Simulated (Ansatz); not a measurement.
The relaxed structure here is a generated cell of HfSiO4: the first start was made by placing the elements on the sites of a structure type, and the end was not matched to a known phase here, so it may be hypothetical.

One starting cell of HfSiO4 (a generated cell, HfSiO4 built in the AFLOW prototype AB4C_hP6_191_a_h_b (as in MgAlB4)) was relaxed twice with Ansatz (plane waves, PAW, scalar-relativistic): with PBEsol at 420 eV and with PBE at 420 eV. The PBEsol result:

```cif
data_HfO4Si
_chemical_formula_sum 'Hf1 Si1 O4'
_space_group_name_H-M_alt 'P6/mmm'
_space_group_IT_number 191
_space_group_name_Hall '-P 6 2'
_cell_length_a 3.57130
_cell_length_b 3.57130
_cell_length_c 5.43587
_cell_angle_alpha 90.000
_cell_angle_beta 90.000
_cell_angle_gamma 120.000
loop_
_atom_site_label
_atom_site_type_symbol
_atom_site_symmetry_multiplicity
_atom_site_Wyckoff_symbol
_atom_site_fract_x
_atom_site_fract_y
_atom_site_fract_z
_atom_site_occupancy
Hf1 Hf 1 b 0.00000 0.00000 0.50000 1
Si1 Si 1 a 0.00000 0.00000 0.00000 1
O1 O 4 h 0.33333 0.66667 0.27261 1
```

```csv
quantity,PBEsol,PBE
space group,P6/mmm,P6/mmm
volume (Å³/atom),10.01,…
a (Å),3.571,…
c (Å),5.436,…
"gap (eV, no spin-orbit coupling)",0.00,…
```

Problem. What does PBE give for the same quantities?

Solution. 
- volume (Å³/atom), PBE: 10.51
- a (Å), PBE: 3.613
- c (Å), PBE: 5.578
- gap (eV, no spin-orbit coupling), PBE: 0.00

Both levels end in the same structure; PBE's volume is 5.0 % larger. Neither column is exact.

No spin polarisation in the result. No Hubbard U is applied.

The run could not lower the symmetry of its start; a shaken copy of this end point relaxes with PBEsol to P1 (No. 1), 2.09 eV/atom lower.

Ansatz is a first-principles code.
